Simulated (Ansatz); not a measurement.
BAs:
```
CELL_PARAMETERS angstrom
      3.19615     0.00000     0.00000
     -1.59807     2.76795     0.00000
      0.00000     0.00000     2.89725
ATOMIC_POSITIONS crystal
  B  0.00000 0.00000 0.00000
  As 0.66667 0.33333 0.50000
```

Relaxed with PBE. Special points in fractions of this cell's reciprocal vectors: Γ (0.000, 0.000, 0.000); M (0.500, 0.000, 0.000); K (0.333, 0.333, 0.000); A (0.000, 0.000, 0.500); L (0.500, 0.000, 0.500); H (0.333, 0.333, 0.500).

Problem. List the band energies nearest the Fermi level at these points for the program Ansatz at the PBE level (PAW).

Solution. In eV from the Fermi level; about four levels below and three above (degenerate sets whole), none deeper than 8.9 eV; … stands for higher levels left out; points with the same levels are listed once.

```json
[
 {"k": "Γ", "below": "-0.84 -0.25 -0.25", "above": "1.73 4.42 4.42"},
 {"k": "M", "below": "-2.90", "above": "1.22 2.09 5.12"},
 {"k": "K", "below": "-8.87 -6.59", "above": "3.13 4.19 5.62"},
 {"k": "A", "below": "–", "above": "2.90 2.90 3.67 3.67"},
 {"k": "L", "below": "-6.90 -6.04 -4.44", "above": "1.31 1.38 4.57"},
 {"k": "H", "below": "-5.79 -4.35 -2.63 -1.68", "above": "9.32 …"}
]
```

Space group P-6m2. A made-up cell: these elements were put on the sites of a structure type; neither database checked (COD, Materials Project) lists it. It is not the phase usual at ambient conditions (space group No. 216). Symmetry was held in the PBE relaxation; whether a distortion lowers the energy is not shown. Spin–orbit coupling is left out wherever it is not named.

Potentials: the later of the program's two PAW sets.
